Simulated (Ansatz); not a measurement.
The start is a generated cell, ZrO2 built in the tetragonal-ZrO2 structure type. Cell shape, volume and atoms are optimised at zero target pressure with PBEsol (plane waves to 420 eV, PAW, scalar-relativistic; Ansatz, a quantum-chemistry and plane-wave program). First-step values are on the input's coarse k-mesh.

Ansatz input (later rounds restart from its end on a renewed k-mesh):
Ansatz 0.2 input:
```yaml
crystal:
  lattice:
    - [3.6, 0, 0]
    - [0, 3.6, 0]
    - [0, 0, 5.18]
  atoms:
    - { symbol: Zr, position: [0, 0, 0] }
    - { symbol: Zr, position: [0.5, 0.5, 0.5] }
    - { symbol: O, position: [0, 0.5, 0.2033] }
    - { symbol: O, position: [0, 0.5, 0.7033] }
    - { symbol: O, position: [0.5, 0, 0.2967] }
    - { symbol: O, position: [0.5, 0, 0.7967] }
basis: { ecutwfc: 420, ecutrho_ratio: 4, xc_grid: 2, fft_grid_basis: typed }
kpoints: { mp_grid: { grid: [7, 7, 5] } }
hamiltonian:
  xc: pbesol
  dispersion: none
  pseudopotentials: { azcp: { folder: ./paw }, kind: paw }
scf: { occupations: { method: fermi_dirac, width: 0.05 } }
relax: { f_tol: 0.01, max_steps: 100, cell: { stress_tol: 0.02 } }
output: { forces: true, stress: true }
```

```yaml
largest_initial_force: 0.08 eV/Å, on O3, O4, O5, O6 (atoms numbered as listed)
outcome: The space group stays P4₂/nmc (No. 137) (the run could not lower it), with 6 atoms in the primitive cell
volume_change: -0.9 %, from 11.19 to 11.09 Å³/atom
Shortest distances (start → end): "The closest pairs of elements (up to four, under 3.6 Å), start → end: O–Zr 2.09 → 2.07 Å; O–O 2.59 → 2.58 Å; Zr–Zr 3.60 → 3.58 Å"
band_gap_at_the_end: 4.00 eV, indirect (valence top at 56 % of the way from M to Γ, conduction bottom at Γ) (no spin-orbit coupling)
optimiser_moves: 6
```

Final values are on a 9×9×7 k-mesh of the relaxed cell. No spin polarisation in the result.

The run could not lose the symmetry of its start; a randomly shaken copy of 6 atoms returns to this structure.
